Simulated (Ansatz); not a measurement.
# CdHgC4Se4N4: checking a database structure before trusting its electric field gradients

The cell is a measured structure from the Crystallography Open Database (COD), atoms as given.

```
Cd Hg C Se N
1.0
    -5.82475    5.82475    2.25640
     5.82475   -5.82475    2.25640
     5.82475    5.82475   -2.25640
Cd Hg C Se N
1 1 4 4 4
Cartesian
  0.0000 0.0000 0.0000
  0.0000 5.8247 1.1282
  0.9483 2.6456 1.7013
  2.6456 -0.9483 2.8115
  4.8765 3.1791 -0.5551
  3.1791 6.7730 0.5551
  1.5003 4.1544 2.5669
  4.1544 -1.5003 1.9459
  4.3244 1.6703 0.3105
  1.6703 7.3251 -0.3105
  0.6419 1.7090 1.2004
  1.7090 -0.6419 3.3124
  5.1829 4.1158 -1.0560
  4.1158 6.4666 1.0560
```

Sites (sets of like atoms) are named by element and the number of their first atom in this list.

Method: Kohn–Sham DFT in Ansatz, PBE, plane waves and PAW, scalar-relativistic, 420 eV cutoff, Γ-centred 7×7×7 k-points, Fermi–Dirac smearing 0.02 eV.

Task: Do the atoms and the cell lie near the calculated equilibrium?

Result: No. The largest force is 8.6 eV/Å, on atom 5 (C: 1 N at 1.11 Å, 1 Se at 1.82 Å, angle 178°; also 1 Cd at 3.29 Å), and the pressure is 7.8 GPa. Such values can come from imprecise or misplaced coordinates, missing atoms or a wrong setting of the space group; the run alone doesn't tell which, and gradients calculated on this entry can't be taken for those of the compound at ambient conditions.
